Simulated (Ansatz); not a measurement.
VO2 in space group I4/mmm (No. 139; V on 8i, O on 8j, O on 8h) at seven volumes, PBEsol in the plane-wave PAW code Ansatz, shape and atoms relaxed at each. One row is withheld.

```csv
V (Å³/atom),P (GPa)
9.937,22.93
10.264,13.89
10.592,6.39
10.919,-0.01
11.247,-5.57
11.575,?
11.902,-14.54
```

Fit the shown pressures and predict the withheld one.

Third-order Birch–Murnaghan: P = (3/2)B₀(x^(7/2) − x^(5/2))[1 + (3/4)(B′ − 4)(x − 1)] with x = (V₀/V)^(2/3). Least squares on the six rows gives V₀ = 10.916 Å³/atom, B₀ = 200.4 GPa, B′ = 4.14. At V = 11.575, x = 0.9617 and P = -10.41 GPa. The run itself gave -10.45 GPa.

The workflow started from a Materials Project entry (that database holds measured and hypothetical structures alike); the Crystallography Open Database copy checked does not list it. COD files the formula under space group No. 10, 12, 14, 136. Its standing as an ambient phase is unchecked. The PBEsol relaxation kept the symmetry of its start; whether a distortion lowers the energy is not shown. Spin order of the final state: ferromagnetic, chosen from 3 collinear starts compared on coarse meshes (ties went to the first, and starts can fall back to one state), not a proven ground state. No Hubbard U is applied.

Potentials: the earlier of the program's two PAW sets. The files were generated under PBE; for other functionals the program regenerates the frozen cores, and for LDA and PBEsol the local potential too.
